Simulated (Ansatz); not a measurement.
## Does relaxation matter for the field gradients of SnO2 with Zr replacing Sn?

Start: a supercell of SnO2 (rutile type, P4_2/mnm) built from a refined structure from the COD, with all atoms left at the host's positions.

Space group Pmmm (No. 47); a = 6.7005, b = 6.7005, c = 9.5595 Å.

```
site  Wyckoff  site symmetry       x       y       z
  Zr       1a            mmm  0.0000  0.0000  0.0000
 Sn2       2q            mm2  0.0000  0.0000  0.3333
 Sn4       1f            mmm  0.5000  0.5000  0.0000
 Sn5       2t            mm2  0.5000  0.5000  0.3333
 Sn7       2s            mm2  0.5000  0.0000  0.1667
 Sn8       1d            mmm  0.5000  0.0000  0.5000
Sn10       2r            mm2  0.0000  0.5000  0.1667
Sn11       1g            mmm  0.0000  0.5000  0.5000
 O13       2i            2mm  0.3071  0.0000  0.0000
 O14       4w            .m.  0.3071  0.0000  0.3333
 O16       2k            2mm  0.8071  0.5000  0.0000
 O17       4x            .m.  0.8071  0.5000  0.3333
 O19       4v            m..  0.5000  0.3071  0.1667
 O20       2p            m2m  0.5000  0.3071  0.5000
 O22       4u            m..  0.0000  0.8071  0.1667
 O23       2n            m2m  0.0000  0.8071  0.5000
```

One atom of each set is listed.

Method: Kohn–Sham DFT in Ansatz, PBE, plane waves and PAW, scalar-relativistic, 420 eV cutoff, Γ-centred 3×3×2 k-points, Fermi–Dirac smearing 0.01 eV.

The largest force at the start is 0.72 eV/Å. Relaxing the ions at fixed cell moves them by 0.028 Å at most (atom 34, O) and 0.014 Å rms.

```
site  moved (Å)                   first shell before                    first shell after  V_zz before (10²¹ V/m²)  η before
  Zr      0.000                   6 O at 2.05–2.06 Å                   6 O at 2.06–2.08 Å                     8.93      0.63
 Sn2      0.010                   6 O at 2.05–2.06 Å                   6 O at 2.05–2.06 Å                    -4.68      0.77
 Sn4      0.000                   6 O at 2.05–2.06 Å                   6 O at 2.05–2.06 Å                    -5.68      0.84
 Sn5      0.001                   6 O at 2.05–2.06 Å                   6 O at 2.04–2.06 Å                    -5.49      0.98
 Sn7      0.002                   6 O at 2.05–2.06 Å                   6 O at 2.05–2.06 Å                    -6.31      0.81
 Sn8      0.000                   6 O at 2.05–2.06 Å                   6 O at 2.04–2.06 Å                    -5.49      0.98
Sn10      0.012                   6 O at 2.05–2.06 Å                   6 O at 2.04–2.07 Å                     5.64      0.99
Sn11      0.000                   6 O at 2.05–2.06 Å                   6 O at 2.04–2.06 Å                    -5.66      0.89
 O13      0.003       2 Sn at 2.05 Å, 1 Zr at 2.06 Å       2 Sn at 2.05 Å, 1 Zr at 2.06 Å                    -6.93      0.93
 O22      0.028  2 Sn at 2.05–2.06 Å, 1 Zr at 2.05 Å  2 Sn at 2.04–2.06 Å, 1 Zr at 2.08 Å                     7.36      0.77
```

**Question.** What are V_zz and η after the relaxation?

**Answer.** 

```tsv
site	V_zz after	η after	change of V_zz
Zr	9.48	0.06	+0.55
Sn2	4.26	0.57	–
Sn4	5.58	0.59	–
Sn5	5.94	0.35	–
Sn7	6.14	0.71	–
Sn8	6.01	0.36	–
Sn10	6.47	0.21	+0.83
Sn11	5.35	0.61	–
O13	-6.84	0.91	+0.09
O22	7.55	0.80	+0.19
```

The largest change of V_zz along a kept axis is on Sn10, from 5.64 to 6.47. The whole tensor moves most on Zr, by 2.78 along its most changed direction. In per cent, |V_zz| changes by +6 on Zr, +15 on Sn, -1 to +3 on O (all sites that start above 0.5, bar those whose gradient vanishes or changes sign or whose main axis turns by over 40°). Where |V_zz| stays above 0.1 and the axes keep their order, η moves most on Sn10, from 0.99 to 0.21. On Sn7, Sn4, Sn11, Sn8, Sn5, Sn2 the largest principal value lies along another axis in the second run, so the two V_zz can't be compared directly. The table leaves out 6 of the 16 sites, with |V_zz| up to 10.69; their tensors move by 0.41 at most along any direction. The statements above cover all sites.

The defect repeats with the cell of 36 atoms, so it feels its images: sites between two images don't show the values beside a lone defect, and zeros or small values of η there can come from the images' arrangement. O and Sn carry a gradient in the pure host already, so the values there aren't the defect's effect alone. Without spin–orbit coupling (the program notes it for Sn and Zr) the gradients are little affected as a rule: paired runs on crystals with a gap mostly move them by under 2 % at such atoms. The cell keeps the host's lattice, where the PBE pressure is 12 GPa.
Before: The neighbours have not yet relaxed around the defect (largest force 0.72 eV/Å), so a real crystal will differ.
After: The relaxation keeps the site symmetry mmm of the start, so the impurity can't leave its site; a start off the site could end lower.
